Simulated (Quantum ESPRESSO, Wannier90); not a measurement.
**Wannierisation of InCl (Cmcm)**

Materials Project entry mp-571555; symmetrised, unrelaxed at this level. Not found in the COD (Crystallography Open Database) copy used, which has the formula in other groups; not checked further. Level: PBEsol, spinors with spin-orbit coupling; pw.x of Quantum ESPRESSO at 56 Ry with PseudoDojo potentials, 6×6×6 k-points, Wannier90. Density: 8×8×8 mesh, cold smearing 0.01 Ry.

The plane-wave run has 72 bands and 40 electrons a cell. On the energy scale of pw.x, whose zero is arbitrary, the valence-band maximum lies at 5.34 eV.

Isolated groups of bands, relative to the valence-band maximum (bands from 41 on overlap up to the last one computed):

| bands | from (eV) | to (eV) | filling | weight on atomic waves |
|---|---|---|---|---|
| 1–4 | -15.25 | -15.00 | filled | Cl 3s 79 %, In 4d 12 %, In 5p 8 % |
| 5–12 | -14.39 | -14.21 | filled | In 4d 96 % |
| 13–24 | -13.55 | -13.37 | filled | In 4d 98 % |
| 25–40 | -6.07 | -0.01 | filled | Cl 3p 67 %, In 5s 22 %, In 5p 10 % |

Input w.win, without the blocks of cell, atoms and k-points (216 lines):

```
num_bands = 72
num_wann = 32
spinors = true
num_iter = 1000
conv_tol = 1.0e-6
conv_window = 4
dis_num_iter = 1000
dis_conv_tol = 1.0e-6
dis_froz_max = 7.87
write_hr = true
write_u_matrices = true
begin projections
f=-0.38457,0.25624,0.22600: s;p
f=0.37842,-0.24724,-0.22184: s;p
f=0.15623,-0.26057,0.32008: s;p
f=-0.16394,0.25955,-0.32315: s;p
end projections
mp_grid = 6 6 6
```

Problem. This input has a fault. Which, and what does the program do?

Solution. wannier90.x stops with:
```
dis_windows: More states in the frozen window than target WFs
```
At some k-point more bands lie below dis_froz_max than there are Wannier functions, and every frozen state has to fit into the subspace. Here the deep bands below band 1 or between the kept ones were not excluded and fill the window; only bands 1-4,25-72 belong to the model. Mended as below, all else unchanged, the run goes through (Ω_I = 47.5 Å²) and follows the plane-wave bands to 2.2 meV rms (states up to 2.0 eV relative to the valence-band maximum).
```
num_bands = 52
exclude_bands = 5-24
```
